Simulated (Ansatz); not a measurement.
Relaxation of a generated cell, AlRu built in the B19 structure type; 4 atoms in the cell, which starts as Pmma (No. 51), oP4; a = 4.146 Å, b = 2.745 Å, c = 4.233 Å, α = β = γ = 90.00°. Level of theory: r2SCAN (plane waves to 500 eV, PAW, scalar-relativistic; Ansatz, a first-principles code). Γ-centred k-mesh 8×12×8 on the run's cell (coarser than for final values), Fermi–Dirac smearing 0.05 eV. This is the first round of the run. 

The optimiser's lines from the output (shortened; P is positive under compression):

```
relax step   1: F+E_penalty+E_count = -12863.98939606 eV  Δ(F+E_penalty+E_count) = +0.000e0 eV  max|allowed force component| = 2.016e0 eV/Å  Δτ_max = 0.0000 Å  P = +31.516 GPa  Ω = 48.174 Å³  (7 SCF iters, dr2 threshold 1.00e-7 eV, accepted)
relax step   2: F+E_penalty+E_count = -12864.80117360 eV  Δ(F+E_penalty+E_count) = -8.118e-1 eV  max|allowed force component| = 8.086e-1 eV/Å  Δτ_max = 0.0857 Å  P = +4.584 GPa  Ω = 52.426 Å³  (8 SCF iters, dr2 threshold 4.00e-7 eV, accepted)
relax step   3: F+E_penalty+E_count = -12865.01846821 eV  Δ(F+E_penalty+E_count) = -2.173e-1 eV  max|allowed force component| = 4.964e-1 eV/Å  Δτ_max = 0.0846 Å  P = -0.932 GPa  Ω = 53.424 Å³  (7 SCF iters, dr2 threshold 4.00e-7 eV, accepted)
relax step   4: F+E_penalty+E_count = -12865.09927193 eV  Δ(F+E_penalty+E_count) = -8.080e-2 eV  max|allowed force component| = 1.538e-2 eV/Å  Δτ_max = 0.1326 Å  P = +0.854 GPa  Ω = 52.839 Å³  (7 SCF iters, dr2 threshold 4.00e-7 eV, accepted)
relax step   5: F+E_penalty+E_count = -12865.10033602 eV  Δ(F+E_penalty+E_count) = -1.064e-3 eV  max|allowed force component| = 1.256e-3 eV/Å  Δτ_max = 0.0057 Å  P = -0.057 GPa  Ω = 53.055 Å³  (4 SCF iters, dr2 threshold 4.00e-7 eV, accepted)
relax step   6: F+E_penalty+E_count = -12865.10035575 eV  Δ(F+E_penalty+E_count) = -1.973e-5 eV  max|allowed force component| = 2.542e-4 eV/Å  Δτ_max = 0.0001 Å  P = +0.000 GPa  Ω = 53.041 Å³  (4 SCF iters, dr2 threshold 4.73e-8 eV, accepted)
relax step   7: F+E_penalty+E_count = -12865.10307408 eV  Δ(F+E_penalty+E_count) = -2.718e-3 eV  max|allowed force component| = 2.373e-4 eV/Å  Δτ_max = 0.0000 Å  P = +0.022 GPa  Ω = 53.041 Å³  stress off target by 3.25e-2 GPa  SCF on the basis re-selected at this cell (its energy is not comparable with the rows above)  (7 SCF iters)
relax step   8: F+E_penalty+E_count = -12865.10307231 eV  Δ(F+E_penalty+E_count) = +1.778e-6 eV  max|allowed force component| = 1.274e-5 eV/Å  Δτ_max = 0.0001 Å  P = -0.000 GPa  Ω = 53.046 Å³  (4 SCF iters, dr2 threshold 2.65e-9 eV, accepted)
relax step   9: F+E_penalty+E_count = -12865.10307336 eV  Δ(F+E_penalty+E_count) = -1.054e-6 eV  max|allowed force component| = 1.362e-5 eV/Å  Δτ_max = 0.0000 Å  P = -0.000 GPa  Ω = 53.046 Å³  stress off target by 6.81e-4 GPa  SCF on the basis re-selected at this cell (its energy is not comparable with the rows above)  (4 SCF iters)
```

From the first to the last row the energy changes by -0.28 eV/atom and the volume by +10.1 %. The last row is marked as not comparable with the walk above it, whose basis was carried along; it does compare with step 1, since both stand on a basis selected at the nominal cutoff for their own cell.

Later rounds, restarted from the end of this one on a renewed k-mesh, logged 6 more steps and released under 0.01 eV/atom more. The final structure after all rounds: Pm-3m (No. 221), cP2, CsCl type; a = 2.9825 Å, b = 2.9825 Å, c = 2.9825 Å, α = 90.00°, β = 90.00°, γ = 90.00°. Between re-selections the logged energies stand on a plane-wave basis carried along with the cell. No spin polarisation in the result.

The run could not lose the symmetry of its start; a randomly shaken copy of 4 atoms returns to this structure.
